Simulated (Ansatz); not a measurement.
# What DFT gives for FeAsPd

```
Pd As Fe
1.0
     5.56411    0.00000    0.00000
     0.00000    5.56411    0.00000
     0.00000    0.00000    5.56411
Pd As Fe
4 4 4
Cartesian
  5.5624 5.5624 5.5624
  2.7837 0.0017 2.7804
  2.7804 2.7837 0.0017
  0.0017 2.7804 2.7837
  3.4102 3.4102 3.4102
  4.9359 2.1539 0.6282
  0.6282 4.9359 2.1539
  2.1539 0.6282 4.9359
  2.1806 2.1806 2.1806
  0.6015 3.3835 4.9626
  4.9626 0.6015 3.3835
  3.3835 4.9626 0.6015
```

The numbers come from plane-wave PAW DFT (Ansatz): r2SCAN, no spin polarisation, 500 eV, 5×5×5 Γ-centred k points, methfessel-paxton occupations (width 0.0198 eV). Nothing was relaxed.

Task: What does the stress say?

Result: The pressure is 29.3 GPa (compression positive), so with the atoms held at these fractions the cell would first expand; the forces are large, so a full relaxation may end otherwise.

Task: Which atom feels the largest force, and which way?

Result: The largest is on Pd1 (and as large on other atoms): 0.93 eV/Å, components (-0.54, -0.54, -0.54). It makes 122° with the line to a nearest neighbour, As7 at 2.33 Å.

Task: Describe some of the short contacts.

Result: As–Fe at 2.13 Å: least valence density 0.84 e/Å³ and ELF 0.55 there. Pd–As at 2.33 Å: least valence density 0.64 e/Å³ and ELF 0.46 there. Pd–Fe at 2.34 Å: least valence density 0.55 e/Å³ and ELF 0.30 there. Both are smooth PAW fields, read partly inside the augmentation spheres.

Task: Which element gives electrons and which takes them?

Result: Bader charges in e: Fe +0.40, As +0.11, Pd -0.51. In the mean Fe gives up most and Pd takes most.

Task: What happens at the Fermi level?

Result: It is a metal, with about 19 states/eV a cell as the mean within 0.25 eV of the Fermi level, mostly Fe d (79 %).

Origin: a known structure type with other elements, at an estimated volume, so it need not be a known compound. Caveats: no spin polarisation, so a magnetic state may lie lower; atoms or cell far from equilibrium.
